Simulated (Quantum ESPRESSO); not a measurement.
# Al2SiZnN4: input and log of a self-consistent run

A calculation, not a measurement. The program is pw.x of Quantum ESPRESSO 7.5 (plane-wave density functional theory). The cell is made up: 8 atoms on a wurtzite lattice, with randomly drawn elements, strain and displacements, not relaxed. PseudoDojo standard norm-conserving files (v0.5 for PBE, v0.4.1 for LDA and PBEsol) set the functional; there is no spin polarisation, spin-orbit coupling or dispersion term, and the masses in the input are unused placeholders.

Input:

```
&control calculation='scf', pseudo_dir='./dojo.nc.sr.pbe.v0_5.standard.upf', outdir='./o', disk_io='medium', tprnfor=.true., tstress=.true. /
&system ibrav=0, nat=8, ntyp=4, nbnd=31, ecutwfc=84.00895049, nosym=.true., tot_charge=0,
 occupations='smearing', smearing='fd', degauss=0.0018374661
/
&electrons conv_thr=7.350e-09, electron_maxstep=60, /
ATOMIC_SPECIES
Al 1.0 Al.upf
N 1.0 N.upf
Si 1.0 Si.upf
Zn 1.0 Zn.upf
CELL_PARAMETERS angstrom
3.2732 0.0431 0.0073
0.0746 5.5784 0.0043
0.0119 0.004 5.3488
ATOMIC_POSITIONS angstrom
Al 0.0399 -0.0385 0.0191
Al 1.6629 2.8104 0.0363
Si 1.6959 0.9654 2.6771
Zn 0.0577 3.7213 2.6727
N -0.0075 0.0971 2.01
N 1.7045 2.8445 2.0068
N 1.6612 0.8615 4.6161
N -0.0337 3.7686 4.6275
K_POINTS automatic
5 4 4 1 1 1
```

The log is shortened where brackets say so; the opening notice, blank lines, dates and the lines on written files are dropped, and the path of the files is cut. It prints rydbergs, bohrs and kilobars, and counts compression as positive stress.

```
     Program PWSCF v.7.5
     Parallel version (MPI & OpenMP), running on       1 processor cores
     Number of MPI processes:                 1
     Threads/MPI process:                     1
     [start-up lines left out]
     bravais-lattice index     =            0
     lattice parameter (alat)  =       6.1860  a.u.
     unit-cell volume          =     658.9558 (a.u.)^3
     number of atoms/cell      =            8
     number of atomic types    =            4
     number of electrons       =        50.00
     number of Kohn-Sham states=           31
     kinetic-energy cutoff     =      84.0090  Ry
     charge density cutoff     =     336.0358  Ry
     scf convergence threshold =      7.3E-09
     mixing beta               =       0.7000
     number of iterations used =            8  plain     mixing
     Exchange-correlation= PBE
                           (   1   4   3   4   0   0   0)
     [axes and pseudopotential details left out]
   Cartesian axes
     site n.     atom                  positions (alat units)
         1        Al     tau(   1) = (   0.0121888  -0.0117611   0.0058347  )
         2        Al     tau(   2) = (   0.5079897   0.8585328   0.0110891  )
         3        Si     tau(   3) = (   0.5180706   0.2949144   0.8178117  )
         4        Zn     tau(   4) = (   0.0176264   1.1367983   0.8164676  )
         5        N      tau(   5) = (  -0.0022911   0.0296625   0.6140232  )
         6        N      tau(   6) = (   0.5206978   0.8689498   0.6130457  )
         7        N      tau(   7) = (   0.5074703   0.2631746   1.4101455  )
         8        N      tau(   8) = (  -0.0102948   1.1512477   1.4136281  )
     number of k points=    40  Fermi-Dirac smearing, width (Ry)=  0.0018
                       cart. coord. in units 2pi/alat
        k(    1) = (   0.0988912   0.0719707   0.0762268), wk =   0.0500000
        k(    2) = (   0.0985515   0.0718573   0.2292288), wk =   0.0500000
     [further k points left out]
     Dense  grid:    68559 G-vectors     FFT dimensions: (  40,  64,  60)
     Estimated max dynamical RAM per process >      85.30 MB
     Initial potential from superposition of free atoms
     starting charge      49.9943, renormalised to      50.0000
     Starting wfcs are   38 randomized atomic wfcs
     total cpu time spent up to now is        7.4 secs
     per-process dynamical memory:    57.1 Mb
     Self-consistent Calculation
     iteration #  1     ecut=    84.01 Ry     beta= 0.70
     Davidson diagonalization with overlap
     ethr =  1.00E-02,  avg # of iterations =  3.1
     total cpu time spent up to now is       22.0 secs
     total energy              =    -518.24321501 Ry
     estimated scf accuracy    <       2.17143658 Ry
     iteration #  2     ecut=    84.01 Ry     beta= 0.70
     Davidson diagonalization with overlap
     ethr =  4.34E-03,  avg # of iterations =  3.1
     total cpu time spent up to now is       35.1 secs
     total energy              =    -518.78400615 Ry
     estimated scf accuracy    <       2.56703047 Ry
     iteration #  3     ecut=    84.01 Ry     beta= 0.70
     Davidson diagonalization with overlap
     ethr =  4.34E-03,  avg # of iterations =  2.0
     total cpu time spent up to now is       46.4 secs
     total energy              =    -519.21821885 Ry
     estimated scf accuracy    <       0.09370820 Ry
     iteration #  4     ecut=    84.01 Ry     beta= 0.70
     Davidson diagonalization with overlap
     ethr =  1.87E-04,  avg # of iterations =  4.0
     total cpu time spent up to now is       59.2 secs
     total energy              =    -519.24580982 Ry
     estimated scf accuracy    <       0.00589452 Ry
     iteration #  5     ecut=    84.01 Ry     beta= 0.70
     Davidson diagonalization with overlap
     ethr =  1.18E-05,  avg # of iterations =  8.6
     total cpu time spent up to now is       74.7 secs
     total energy              =    -519.24697621 Ry
     estimated scf accuracy    <       0.00550845 Ry
     [iterations 6 to 8 left out]
     iteration #  9     ecut=    84.01 Ry     beta= 0.70
     Davidson diagonalization with overlap
     ethr =  2.92E-08,  avg # of iterations =  3.6
     total cpu time spent up to now is      118.9 secs
     total energy              =    -519.24750617 Ry
     estimated scf accuracy    <       0.00000913 Ry
     iteration # 10     ecut=    84.01 Ry     beta= 0.70
     Davidson diagonalization with overlap
     ethr =  1.83E-08,  avg # of iterations =  2.0
     total cpu time spent up to now is      127.9 secs
     total energy              =    -519.24750619 Ry
     estimated scf accuracy    <       0.00000209 Ry
     iteration # 11     ecut=    84.01 Ry     beta= 0.70
     Davidson diagonalization with overlap
     ethr =  4.18E-09,  avg # of iterations =  2.0
     total cpu time spent up to now is      137.8 secs
     total energy              =    -519.24750653 Ry
     estimated scf accuracy    <       0.00000011 Ry
     iteration # 12     ecut=    84.01 Ry     beta= 0.70
     Davidson diagonalization with overlap
     ethr =  2.17E-10,  avg # of iterations =  3.5
     total cpu time spent up to now is      148.9 secs
     total energy              =    -519.24750658 Ry
     estimated scf accuracy    <       0.00000003 Ry
     iteration # 13     ecut=    84.01 Ry     beta= 0.70
     Davidson diagonalization with overlap
     ethr =  6.02E-11,  avg # of iterations =  2.0
     total cpu time spent up to now is      158.2 secs
     End of self-consistent calculation
     [lines on levels left out]
!    total energy              =    -519.24750658 Ry
     estimated scf accuracy    <          6.2E-09 Ry
     smearing contrib. (-TS)   =      -0.00000000 Ry
     internal energy E=F+TS    =    -519.24750658 Ry
     The total energy is F=E-TS. E is the sum of the following terms:
     one-electron contribution =    -441.19055092 Ry
     hartree contribution      =     242.17460374 Ry
     xc contribution           =     -76.73643767 Ry
     ewald contribution        =    -243.49512172 Ry
     convergence has been achieved in  13 iterations
     Forces acting on atoms (cartesian axes, Ry/au):
     atom    1 type  1   force =    -0.01796431   -0.02076446   -0.04675715
     atom    2 type  1   force =    -0.00795103    0.03221119   -0.03365835
     atom    3 type  3   force =    -0.00947764    0.07200056    0.00457539
     atom    4 type  4   force =     0.00018164   -0.01130921    0.00465000
     atom    5 type  2   force =     0.01495013    0.06745778    0.00467029
     atom    6 type  2   force =    -0.00795504   -0.14545807   -0.02110968
     atom    7 type  2   force =     0.00275084    0.03707006   -0.03009173
     atom    8 type  2   force =     0.02546541   -0.03120784    0.11772123
     Total force =     0.234199     Total SCF correction =     0.000106
     Computing stress (Cartesian axis) and pressure
          total   stress  (Ry/bohr**3)                   (kbar)     P=     -197.04
  -0.00134810  -0.00017290  -0.00004124         -198.31      -25.43       -6.07
  -0.00017290  -0.00119856   0.00014153          -25.43     -176.31       20.82
  -0.00004124   0.00014153  -0.00147166           -6.07       20.82     -216.49
     init_run     :      6.90s CPU      7.24s WALL (       1 calls)
     electrons    :    144.07s CPU    150.81s WALL (       1 calls)
     forces       :      1.54s CPU      1.56s WALL (       1 calls)
     stress       :      6.01s CPU      6.05s WALL (       1 calls)
     [timing details left out]
     PWSCF        :   2m38.66s CPU   2m45.89s WALL
     JOB DONE.
```

In other units: free energy -7064.722 eV for the cell, pressure -19.70 GPa, largest force component 3.740 eV/Å. A rerun of a related cell, with the same atoms placed differently, at 1437 eV and a 7 x 6 x 6 mesh moved values by no more than 0.004 eV in energy, 0.06 GPa in stress and 0.007 eV/Å in force.